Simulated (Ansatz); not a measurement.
Cell and atoms are relaxed with the symmetry kept. Start:

```xyz
2
Lattice="0.0000 2.0529 2.0529 2.0529 0.0000 2.0529 2.0529 2.0529 0.0000" Properties=species:S:1:pos:R:3 pbc="T T T"
Ni    0.0000    0.0000    0.0000
O     2.0529    2.0529    2.0529
```

Computed with Ansatz, DFT PBEsol, scalar-relativistic, plane waves, PAW.

Plane waves to 420 eV, a k mesh through Γ of 18×18×18 on the computed 2-atom cell and Gaussian smearing (0.10 eV); collinear spin from starting moments 0.89 0.15 μB.

Q: What does it relax to?

A: The volume rises by 0.06 Å³/atom to 8.72 Å³/atom, and the energy falls by 0.3 meV/atom. The cell ends with a moment of 1.26 μB (only this magnetic start was tried). Final structure:
```cif
data_structure
_symmetry_space_group_name_H-M 'P 1'
_symmetry_Int_Tables_number 1
_cell_length_a 2.9105
_cell_length_b 2.9105
_cell_length_c 2.9105
_cell_angle_alpha 60.000
_cell_angle_beta 60.000
_cell_angle_gamma 60.000
_cell_volume 17.43
loop_
_atom_site_label
_atom_site_type_symbol
_atom_site_fract_x
_atom_site_fract_y
_atom_site_fract_z
_atom_site_occupancy
Ni1 Ni 0.00000 0.00000 0.00000 1
O1 O 0.50000 0.50000 0.50000 1
```

The cell holds one magnetic atom, so it can only be ferromagnetic; an antiferromagnetic order may lie lower.